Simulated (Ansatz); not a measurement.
Relaxed ZrC (rock salt):

```yaml
crystal:
  lattice:
    - [0.00000, 4.70874, 4.70874]
    - [2.35437, 0.00000, 2.35437]
    - [2.35437, 2.35437, 0.00000]
  atoms:
    - { symbol: C, position: [0.00000, 0.00000, 0.00000] }
    - { symbol: C, position: [0.50000, 0.00000, 0.00000] }
    - { symbol: Zr, position: [0.25000, 0.50000, 0.50000] }
    - { symbol: Zr, position: [0.75000, 0.50000, 0.50000] }
```

A phonon eigenvector at L = (0.5, 0.0, 0.0) is frozen into this cell: atom i moves by Q times the vector below, so Q is the largest atomic displacement, in Å. The cell is held. (q is in reciprocal vectors of the primitive cell; the cell shown is doubled to hold the pattern.)

```
atom       x       y       z
----  ------  ------  ------
Zr3   -0.577   0.577   0.577
Zr4    0.577  -0.577  -0.577
```

Atoms not listed stay in place.

Calculation: PBE (plane waves to 420 eV, PAW, scalar-relativistic; Ansatz, an electronic-structure program). k mesh 17×17×17 (Γ-centred), Fermi-Dirac smearing 0.05 eV. E stands for the smeared free energy. With partly filled bands, energies and forces of such displacements shift with the k mesh and the smearing. ZrC is run without spin polarisation. ZrC was relaxed with its symmetry unable to fall. The zero of ΔE is the undisplaced structure. The last digit holds for this mesh only.

```tsv
Q (Å)	ΔE (meV/cell)
-0.180	1098.9
-0.150	withheld
-0.120	494.6
-0.090	279.5
-0.060	124.6
-0.030	31.2
0.000	0.0
0.030	31.2
0.060	124.6
0.090	279.5
0.120	494.6
0.150	withheld
0.180	1098.9
```

### Question
Fit an even polynomial form (powers 2, 4) to the given rows and predict ΔE at Q = 0.150.

### Answer
Least squares on the 11 given rows: ΔE = (34700)·Q² + (-24050)·Q⁴, in meV/cell with Q in Å; root-mean-square residual 0.07 meV/cell. At 0.150 the fit gives 768.6 meV/cell; the calculation gives 768.4 meV/cell, so the interpolation is off by 0.2 (+0.0 %). The quadratic term alone would give 780.8 meV/cell.

(For displaced atoms, the force is minus the slope of the energy, and its curvature is a force constant, which sets phonon frequencies.)
